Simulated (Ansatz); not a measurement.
Molecular dynamics on a 1×1×1 supercell (4 atoms) of LuScAs2 (ordering on rocksalt), relaxed with r2SCAN. Forces come from r2SCAN in Ansatz: a Langevin thermostat at fixed volume, 2200 K, steps of 3 fs. Spin polarisation is off, nuclei are classical, and the run is far too short for thermal averages. The structure comes from a prototype and may be hypothetical.

```yaml
crystal:
  lattice:
    - [1.9726542487, 1.1389124615, 6.4335176556]
    - [-1.9726542487, 1.1389124615, 6.4335176556]
    - [0.0, -2.277824923, 6.4335176556]
  atoms:
    - { symbol: Sc, position: [1.0, 0.0, 0.0] }
    - { symbol: Lu, position: [0.5, 0.5, 0.5] }
    - { symbol: As, position: [0.2528735518, 0.2528735518, 0.2528735518] }
    - { symbol: As, position: [0.7471264482, 0.7471264482, 0.7471264482] }
kpoints:
  mp_grid: { grid: [4, 4, 4] }
hamiltonian:
  xc: r2scan
scf:
  occupations: { method: fermi_dirac, width: 0.19 }
md:
  ensemble: nvt_langevin
  temperature: 2200
  timestep: 3.0
  n_steps: 20
  initial_velocities: maxwell_boltzmann
  seed: 6702
```

Run as `ansatz run input.yaml --threads 4 --pin off --max-ram 3686MiB --backend cpu --events-out ev --progress --plain --runs-dir out`.

Problem. What wall time did it need on 4 threads of Arm Neoverse N1 (shared host), load about 0.9 per core, and what peak of host memory did it reach?

Solution. About 5.6 min, with a peak of 0.71 GiB.

| step | t (fs) | T (K) | free energy F from step 0 (meV/atom) | kinetic energy (meV/atom) | largest force (eV/Å) |
| --- | --- | --- | --- | --- | --- |
| 0 | 0 | 1650 | 0.0 | 213.3 | 0.01 |
| 1 | 3 | 1760 | 2.3 | 227.4 | 0.28 |
| 2 | 6 | 1837 | 9.2 | 237.5 | 0.57 |
| 3 | 9 | 2106 | 20.5 | 272.2 | 0.84 |
| 4 | 12 | 2329 | 35.8 | 301.1 | 1.06 |
| 5 | 15 | 2624 | 55.7 | 339.2 | 1.25 |
| 6 | 18 | 2248 | 80.6 | 290.6 | 1.42 |
| 7 | 21 | 2259 | 109.9 | 292.0 | 1.78 |
| 8 | 24 | 1493 | 140.6 | 193.0 | 2.13 |
| 9 | 27 | 1097 | 167.8 | 141.8 | 2.48 |
| 10 | 30 | 961 | 190.5 | 124.3 | 2.80 |
| 11 | 33 | 865 | 209.7 | 111.8 | 3.07 |
| 12 | 36 | 862 | 228.1 | 111.5 | 3.37 |
| 13 | 39 | 942 | 243.1 | 121.8 | 3.64 |
| 14 | 42 | 1150 | 250.3 | 148.7 | 3.81 |
| 15 | 45 | 1403 | 248.3 | 181.3 | 3.81 |
| 16 | 48 | 1352 | 240.5 | 174.8 | 3.71 |
| 17 | 51 | 1447 | 232.3 | 187.0 | 3.59 |
| 18 | 54 | 1653 | 222.5 | 213.7 | 3.43 |
| 19 | 57 | 1558 | 213.0 | 201.4 | 3.27 |
| 20 | 60 | 1763 | 204.0 | 227.9 | 3.10 |

The temperature starts at 1650 K, is lowest at step 12 (862 K, 36 fs) and ends at 1763 K. The atoms start on their lattice sites with kinetic energy alone, so much of it first passes into potential energy. The first value is 3/4 of the setting, since velocities are drawn without the motion of the centre of mass and T is counted over all atoms. By the last step the atoms have moved 0.22 Å in the root mean square, the drift of the whole cell taken out, 0.25 Å at most.

Positions (Å) and forces (eV/Å) at step 20:
```
Sc   2.024   0.968   6.430    -0.243   0.581  -0.811
Lu  -0.259   0.054   9.552     2.058  -0.584   0.159
As   0.042  -0.218   4.744    -1.779   1.396   2.125
As  -0.181   0.128  14.541    -0.036  -1.394  -1.473
```

Where bands overlap the cell is a metal at that level, and these k meshes limit energies, forces and stress.
